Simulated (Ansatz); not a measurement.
Theory: DFT PBE, scalar-relativistic, plane waves, PAW (Ansatz 0.2.0). Settings: cutoff 420 eV, Γ-centred meshes spaced at most about 0.3 Å⁻¹, and about 0.25 Å⁻¹ or finer for metals (2π included), Gaussian smearing. No spin polarisation in the final relaxations.

These are static total energies at zero pressure. All come from trial cells, and lower structures may exist.

Task: These unrelaxed guesses for BaHf3O2 are each relaxed within their symmetry. Order them by the energy at which they end, lowest first.
A.

Space group P4/mmm (No. 123). a = 3.397 Å, b = 3.397 Å, c = 11.355 Å, α = 90.00°, β = 90.00°, γ = 90.00°
```tsv
atom	site	symmetry	x	y	z
Ba	1d	4/mmm	0.5000	0.5000	0.5000
Hf	1a	4/mmm	0.0000	0.0000	0.0000
Hf	2g	4mm	0.0000	0.0000	0.7146
O	2h	4mm	0.5000	0.5000	0.8474
```

B.

Space group P4/mmm (No. 123). a = 3.575 Å, b = 3.575 Å, c = 8.962 Å, α = 90.00°, β = 90.00°, γ = 90.00°
| atom | site | symmetry | x | y | z |
| --- | --- | --- | --- | --- | --- |
| Ba | 1b | 4/mmm | 0.0000 | 0.0000 | 0.5000 |
| Hf | 2h | 4mm | 0.5000 | 0.5000 | 0.8071 |
| Hf | 1a | 4/mmm | 0.0000 | 0.0000 | 0.0000 |
| O | 2g | 4mm | 0.0000 | 0.0000 | 0.1857 |

C.

Space group P6/mmm (No. 191). a = 6.141 Å, b = 6.141 Å, c = 3.394 Å, α = 90.00°, β = 90.00°, γ = 120.00°
```
atom  site  symmetry       x       y       z
  Ba    1a     6/mmm  0.0000  0.0000  0.0000
  Hf    3g       mmm  0.5000  0.0000  0.5000
   O    2c      -6m2  0.3333  0.6667  0.0000
```

Result: B (ends in P4/mmm, 0 meV/atom), A (ends in P4/mmm, 0.37 eV/atom), C (ends in P6/mmm, 0.61 eV/atom).

These runs have no spin–orbit coupling, which can matter for Hf. Cells relaxed within their symmetry can be saddle points. Some structure types and database cells were kept out of the candidates from the start, so a known form may be missing.
